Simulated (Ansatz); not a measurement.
RbFe3H6Se2O14: 57Fe Mössbauer parameters

Cell: a refined structure from the COD, ions relaxed with PBE at fixed cell.

Space group R-3m:H (No. 166); a = 7.4022, c = 17.8160 Å, γ = 120.00°.

| site | Wyckoff | site symmetry | x | y | z |
| --- | --- | --- | --- | --- | --- |
| Rb | 3a | -3m | 0.0000 | 0.0000 | 0.0000 |
| Fe | 9d | .2/m | 0.3333 | 0.1667 | 0.1667 |
| H | 18h | .m | 0.8628 | 0.7256 | 0.4498 |
| Se | 6c | 3m | 0.0000 | 0.0000 | 0.3118 |
| O13 | 6c | 3m | 0.0000 | 0.0000 | 0.4051 |
| O15 | 18h | .m | 0.2452 | 0.1226 | 0.2798 |
| O21 | 18h | .m | 0.7940 | 0.5881 | 0.4749 |

One atom of each set is listed; the run and its k-mesh use a cell of 26 atoms with edges of 7.32, 7.32, 7.32 Å.

Method: Kohn–Sham DFT in Ansatz, PBE, plane waves and PAW, scalar-relativistic, collinear spin, 420 eV cutoff, Γ-centred 6×6×6 k-points, Fermi–Dirac smearing 0.05 eV. Start moments as typed (μB): 5 on each Fe, none on the rest. The program fits them to the shells of the files, so those used differ somewhat.

Isomer shifts (against α-Fe) follow from the electron density at the nucleus, δ = α(ρ − ρ₀), with α = -0.366 mm s⁻¹ a₀³ and ρ₀ = 14904.00 a₀⁻³ from a line fitted to 10 measured compounds at this level of theory (rms miss 0.11 mm/s). ΔE_Q = ½eQV_zz(1 + η²/3)^½ with Q = 0.160 b for the 14.4 keV state. B_c is the Fermi-contact field along the atom's own moment; orbital and dipolar fields are not included.

(1) Where do the absorption lines lie when the magnetic splitting is averaged out (above the ordering temperature, with the gradients of this state)?

(2) And the six lines of Fe from the contact field alone, leaving the quadrupole term aside?

Answers

(1) Fe (3 atoms a cell): δ = 0.56, |ΔE_Q| = 0.83 mm/s, a doublet at 0.15 and 0.98 mm/s.

(2) With |B_c| = 24.1 T and nuclear moments 0.090604 and -0.15532 μN the lines lie at -3.32, -1.69, -0.05, 1.18, 2.81, 4.45 mm/s, in the ratio 3:2:1:1:2:3 for a powder. High-spin Fe(III) in oxides shows about 50 T, so a measured sextet would be far wider.

Runs of this kind can end above the lowest electronic state. The run finds no gap above 0.1 eV (a metal, or nearly one), so the gradients can move by 10 % or more with the k-mesh. Semilocal functionals can leave a metal where correlation in the d or f shell opens a gap in the real compound, and that would change the values at and beside Fe. With these PAW files V_zz is typically within 2 to 3 % of all-electron values, but misses above 10 % occur on Fe. All moments are parallel here, as the start or the cell imposes; many such compounds order antiparallel, where fields and spin densities carried over to other atoms largely cancel. The magnetic order is the one that the run reached from its start moments, not necessarily the measured one; the program found signs of a lower order. Semilocal functionals underestimate the core's spin polarisation, so contact fields of ionic iron come out too small in magnitude.
